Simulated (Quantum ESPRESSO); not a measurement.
## Band energies of NaF

```
NaF
1.0
    0.00000     2.31367     2.31367
    2.31367     0.00000     2.31367
    2.31367     2.31367     0.00000
F Na
1 1
Direct
  0.50000   0.50000   0.50000
  0.00000   0.00000   0.00000
```

PBEsol (Quantum ESPRESSO, PseudoDojo norm-conserving, 88 Ry, scalar-relativistic); path ΓXWKΓLUWLK,UX; energies in eV from the valence-band maximum.

| k (1/Å) | point | band 4 | band 5 | band 6 | band 7 | band 8 | band 9 | band 10 | band 11 |
|---|---|---|---|---|---|---|---|---|---|
| 0.00 | Γ | -18.80 | -18.80 | 0.00 | 0.00 | 0.00 | 6.22 | 18.96 | 18.96 |
| 0.31 |  | -18.81 | -18.55 | -0.30 | -0.06 | -0.06 | 6.84 | 17.16 | 19.07 |
| 0.63 |  | -18.83 | -18.37 | -0.84 | -0.19 | -0.19 | 8.36 | 15.16 | 19.32 |
| 1.04 |  | -18.85 | -18.51 | -1.24 | -0.36 | -0.36 | 11.02 | 13.55 | 15.84 |
| 1.36 | X | -18.86 | -18.74 | -1.30 | -0.41 | -0.41 | 13.03 | 13.18 | 13.62 |
| 1.81 |  | -18.88 | -18.37 | -1.10 | -0.66 | -0.54 | 13.06 | 13.13 | 14.60 |
| 2.04 | W | -18.90 | -18.31 | -0.89 | -0.89 | -0.58 | 13.09 | 13.09 | 15.22 |
| 2.16 |  | -18.89 | -18.31 | -0.97 | -0.83 | -0.55 | 13.02 | 13.09 | 15.13 |
| 2.52 | K | -18.84 | -18.32 | -1.08 | -0.84 | -0.37 | 12.71 | 13.11 | 14.72 |
| 2.62 |  | -18.84 | -18.25 | -0.98 | -0.98 | -0.35 | 12.34 | 13.17 | 15.17 |
| 2.93 |  | -18.82 | -18.14 | -1.20 | -0.65 | -0.27 | 10.71 | 13.61 | 16.72 |
| 3.24 |  | -18.81 | -18.22 | -1.03 | -0.33 | -0.17 | 8.86 | 14.61 | 18.22 |
| 3.65 |  | -18.80 | -18.55 | -0.32 | -0.06 | -0.04 | 6.83 | 17.10 | 19.01 |
| 3.96 | Γ | -18.80 | -18.80 | 0.00 | 0.00 | 0.00 | 6.22 | 18.96 | 18.96 |
| 4.38 |  | -18.81 | -18.43 | -0.57 | -0.08 | -0.08 | 7.31 | 16.15 | 19.42 |
| 4.71 |  | -18.81 | -18.15 | -1.22 | -0.18 | -0.18 | 8.94 | 14.08 | 19.93 |
| 5.13 | L | -18.82 | -18.00 | -1.61 | -0.26 | -0.26 | 10.67 | 12.39 | 20.06 |
| 5.44 |  | -18.82 | -18.06 | -1.48 | -0.42 | -0.28 | 11.12 | 12.49 | 18.24 |
| 5.86 |  | -18.84 | -18.27 | -1.08 | -0.86 | -0.36 | 12.49 | 13.00 | 15.17 |
| 5.96 | U | -18.84 | -18.32 | -1.08 | -0.84 | -0.37 | 12.71 | 13.11 | 14.72 |
| 6.20 |  | -18.87 | -18.31 | -1.03 | -0.83 | -0.47 | 12.88 | 13.09 | 14.94 |
| 6.44 | W | -18.90 | -18.31 | -0.89 | -0.89 | -0.58 | 13.09 | 13.09 | 15.22 |
| 6.54 |  | -18.90 | -18.30 | -0.93 | -0.87 | -0.55 | 13.00 | 13.06 | 15.31 |
| 6.92 |  | -18.84 | -18.14 | -1.33 | -0.59 | -0.34 | 11.67 | 12.63 | 17.11 |
| 7.21 |  | -18.82 | -18.02 | -1.56 | -0.32 | -0.27 | 10.85 | 12.43 | 19.20 |
| 7.40 | L | -18.82 | -18.00 | -1.61 | -0.26 | -0.26 | 10.67 | 12.39 | 20.06 |
| 7.57 |  | -18.82 | -18.02 | -1.57 | -0.31 | -0.26 | 10.80 | 12.42 | 19.37 |
| 7.82 |  | -18.83 | -18.11 | -1.39 | -0.53 | -0.30 | 11.44 | 12.57 | 17.41 |
| 8.15 |  | -18.84 | -18.28 | -1.07 | -0.87 | -0.36 | 12.54 | 13.04 | 15.05 |
| 8.24 | K | -18.84 | -18.32 | -1.08 | -0.84 | -0.37 | 12.71 | 13.11 | 14.72 |
| 8.24 | U | -18.84 | -18.32 | -1.08 | -0.84 | -0.37 | 12.71 | 13.11 | 14.72 |
| 8.33 |  | -18.85 | -18.40 | -1.15 | -0.72 | -0.39 | 12.95 | 13.07 | 14.35 |
| 8.72 | X | -18.86 | -18.74 | -1.30 | -0.41 | -0.41 | 13.03 | 13.18 | 13.62 |

The PBEsol gap is direct, 6.22 eV at Γ.

Geometry relaxed with PBEsol.
